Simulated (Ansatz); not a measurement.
Input and command of a plane-wave DFT calculation in Ansatz:

```yaml
crystal:
  lattice:
    - [0.0, 1.7894270607, 2.1473124729]
    - [1.7894270607, 0.0, 2.1473124729]
    - [1.7894270607, 1.7894270607, 0.0]
  atoms:
    - { symbol: Rh, position: [0.0, 0.0, 0.0] }
basis:
  ecutwfc: 420
kpoints:
  mp_grid: { grid: [24, 24, 24] }
hamiltonian:
  xc: pbesol
scf:
  occupations: { method: gaussian, width: 0.15 }
output:
  forces: true
  stress: true
  eigenvalues: true
```

```bash
ansatz run input.yaml --threads 1 --pin off --max-ram 2560MiB --backend cpu --events-out ev --progress --plain --runs-dir out
```

Processor: Intel(R) Xeon(R) Platinum 8488C (Sapphire Rapids), 1 thread, on a host shared with other jobs.

Problem. Estimate time, memory and problem size.

Solution. About 6.7 s on 1 thread of Intel(R) Xeon(R) Platinum 8488C (Sapphire Rapids), on a shared host, peak memory 0.52 GiB. It solves 13 bands at 1063 k points (the mesh reduced by symmetry) with about 279 plane waves, in 6 SCF iterations.
